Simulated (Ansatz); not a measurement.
This run works on a generated trial structure, not on a known crystal.

Input and command of a plane-wave DFT calculation in Ansatz:

```yaml
crystal:
  lattice:
    - [4.56768545, -2.74380531, 0.0]
    - [4.56768545, 2.74380531, 0.0]
    - [-0.03664254, 0.0, 3.7444208]
  atoms:
    - { symbol: Cs, position: [0.02520669, 0.02520669, 0.13439737] }
    - { symbol: B, position: [0.50684913, 0.50684913, 0.50837128] }
    - { symbol: B, position: [0.51138161, 0.96300857, 0.55692583] }
    - { symbol: B, position: [0.96300857, 0.51138161, 0.55692583] }
    - { symbol: C, position: [0.66786666, 0.66786666, 0.9974226] }
    - { symbol: C, position: [0.32568734, 0.32568734, 0.05232014] }
basis:
  ecutwfc: 420
kpoints:
  mp_grid: { grid: [4, 4, 4] }
hamiltonian:
  xc: pbe
scf:
  occupations: { method: gaussian, width: 0.1 }
  lower_state_search: "off"
output:
  forces: true
  stress: true
  eigenvalues: true
relax:
  adjacent_minimum: "off"
  f_tol: 0.04
  max_steps: 70
  cell: { stress_tol: 0.4 }
```

```bash
ansatz run input.yaml --threads 1 --pin off --max-ram 2560MiB --backend cpu --events-out ev --progress --plain --runs-dir out
```

Processor: Intel(R) Xeon(R) Processor @ 2.50GHz (Skylake/Cascade Lake), 1 thread, on a host shared with other jobs.

Problem. How long does it run, and how much memory does it take?

Solution. About 5.1 min, peak memory 0.42 GiB. It solves 19 bands at 24 k points (after reduction by symmetry) with about 2133 plane waves (on the last cell), in 174 SCF iterations over 27 ionic steps.
